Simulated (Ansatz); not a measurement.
A trial cell of Cu was relaxed with PBEsol (plane waves to 420 eV, PAW, scalar-relativistic; Ansatz, an electronic-structure program).

Before: P-1 (No. 2), aP4; a = 2.4700 Å, b = 2.9246 Å, c = 6.5549 Å, α = 85.70°, β = 89.06°, γ = 85.15°.

After relaxation:

Simulated powder pattern, Cu Kα, λ = 1.54184 Å (kinematic, ideal powder, no thermal factors, no anomalous dispersion; the 24 strongest lines at most, above 1 %, up to 2θ = 90°):

| 2θ (°) | I/Imax (%) |
|---|---|
| 44.02 | 100 |
| 51.28 | 47 |
| 75.46 | 26 |

### Question
Identify the relaxed structure from its pattern: crystal system, space group and cell.

### Answer
Cubic, Fm-3m (No. 225), cF4, fcc (Cu type); a = b = c = 3.5632 Å, α = β = γ = 90.00°. Sites: Cu 4a (0.000, 0.000, 0.000).

### Question
Index the strongest lines.

### Answer
44.02° (111), 51.28° (200), 75.46° (220).

No spin polarisation in the result.

The run could not lose the symmetry of its start.
